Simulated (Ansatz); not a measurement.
AlSiCN in space group R3m (No. 160; Al on 3a, N on 3a, Si on 3a, C on 3a) at seven volumes, DFT-PBE in the program Ansatz with PAW potentials, shape and atoms relaxed at each. One row is withheld.

| V (Å³/atom) | P (GPa) |
|---|---|
| 9.881 | 20.24 |
| 10.207 | 12.44 |
| 10.532 | 5.75 |
| 10.858 | 0.02 |
| 11.184 | ? |
| 11.509 | -9.10 |
| 11.835 | -12.66 |

Question: Fit the shown pressures and predict the withheld one.

Answer: P = (3/2)B₀(x^(7/2) − x^(5/2))[1 + (3/4)(B′ − 4)(x − 1)] with x = (V₀/V)^(2/3). Least squares on the six rows gives V₀ = 10.859 Å³/atom, B₀ = 176 GPa, B′ = 4.16. At V = 11.184, x = 0.9805 and P = -4.88 GPa. The run itself gave -4.89 GPa.

The start of the workflow was typed in or built on a structure type; neither database checked (COD, Materials Project) lists it. Its standing as an ambient phase is unchecked. Symmetry was held in the PBE relaxation; whether a distortion lowers the energy is not shown.

Potentials: the earlier of the program's two PAW sets.
